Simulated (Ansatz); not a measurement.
## Candidate structures of SiPb

The calculation used DFT, PBE, all-electron LAPW, scalar-relativistic in Ansatz 0.2.0.

Each cell is taken as listed (from a database or a relaxation; residual pressures are under 0.6 GPa and forces under 0.08 eV/Å), on meshes of about 0.2 Å⁻¹ spacing; energies are extrapolated to zero smearing, with no zero-point or thermal terms. Other structures, the observed one among them, may be missing from this set and lie lower. No run is spin-polarised.

Spin–orbit coupling is left out, though it moves levels of the heavy atoms by tenths of an eV or more.

Question: Order the structures by energy per atom, lowest first, and give the differences.
A.
Space group Fm-3m (No. 225). a = 5.862 Å, b = 5.862 Å, c = 5.862 Å, α = 90.00°, β = 90.00°, γ = 90.00°
| atom | site | symmetry | x | y | z |
| --- | --- | --- | --- | --- | --- |
| Pb | 4a | m-3m | 0.0000 | 0.0000 | 0.0000 |
| Si | 4b | m-3m | 0.5000 | 0.0000 | 0.0000 |
(rocksalt type, relaxed by us; 13×13×13 mesh on the primitive cell, smearing 0.05 eV, P = 0.0 GPa)
B.
Space group P6_3mc (No. 186). a = 4.429 Å, b = 4.429 Å, c = 7.278 Å, α = 90.00°, β = 90.00°, γ = 120.00°
```tsv
atom	site	symmetry	x	y	z
Pb	2b	3m.	0.3333	0.6667	0.0005
Si	2b	3m.	0.3333	0.6667	0.3755
```
(wurtzite type, relaxed by us; 10×10×6 mesh on the primitive cell, smearing 0.03 eV, P = 0.0 GPa)

Answer: B (0 meV/atom), A (75 meV/atom).
